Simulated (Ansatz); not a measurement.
La3AlN (anti-perovskite, space group No. 221), plane-wave PAW r²SCAN (Ansatz code), all energies at zero smearing, with the estimated change up to a 700 eV cutoff added, with one set of potentials and settings (totals compare only within such a set). Cell of 5 atoms (3 La, 1 Al, 1 N): -19724.272 eV.

```tsv
element	reference phase	E (eV/atom)
La	P6_3/mmc, 4 atoms in the cell	-6264.8722
Al	Fm-3m, 1 atoms in the cell	-540.4106
N	Pa-3, 8 atoms in the cell	-384.8341
```

Formation energy per atom, worked out: (-19724.272 − 3×(-6264.8722) − 1×(-540.4106) − 1×(-384.8341))/5 = -0.882 eV/atom (-85 kJ per mol of atoms), at 0 K, without zero-point energy or fitted corrections.

Space group Pm-3m (anti-perovskite). The first step of the workflow began from a Materials Project structure, measured or hypothetical; the Crystallography Open Database copy checked does not list it. Whether it is the stable phase at ambient conditions was not checked. The cell was relaxed with r²SCAN under the symmetry of its start; its stability against distortions is not shown here. The references are the lowest solids computed at this level, not always the standard phases (solids in place of the gases). Scalar-relativistic: spin–orbit coupling is off unless named, which matters more the heavier the elements.

Potentials: the earlier of the program's two PAW sets.
